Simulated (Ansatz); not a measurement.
One crystal and one scan (frozen-phonon scan) at two levels, PBE (plane waves to 420 eV, PAW, scalar-relativistic; Ansatz, a program for electronic structure) and r2SCAN (plane waves to 500 eV, PAW, scalar-relativistic; Ansatz), each from its own relaxed cell and on its own mesh.

The crystal is SiC (zinc blende); a phonon pattern at Γ is frozen into a 2-atom cell, Q being the largest atomic displacement.

SiC was relaxed with its symmetry unable to fall. The PAW data are Ansatz's earlier set. Both scans cover Q from -0.280 to 0.280 Å.

```
quantity                                                                                  run 1  run 2
----------------------------------------------------------------------------------------  -----  -----
Lattice constant a (Å)                                                                    4.357  4.380
Band gap of the relaxed cell, no spin-orbit coupling (eV)                                  1.71   1.37
Energy at Q = 0.280 Å (meV/cell)                                                           1422   1338
Harmonic wavenumber from the curvature (finite differences) (cm⁻¹ (negative: imaginary))    799    775
```

Problem. Which run is which level?

Solution. Run 2 is PBE, run 1 is r2SCAN. PBE gives the higher value for: lattice constant a. PBE gives the lower value for: band gap of the relaxed cell, no spin-orbit coupling; energy at Q = 0.280 Å; harmonic wavenumber from the curvature. Both give the same space group of the distorted cell: Imm2 (No. 44), lowered from F-43m. Neither level is exact: the differences show how much the result hangs on the functional.

(For displaced atoms, the force is minus the slope of the energy, and its curvature is a force constant, which sets phonon frequencies.)
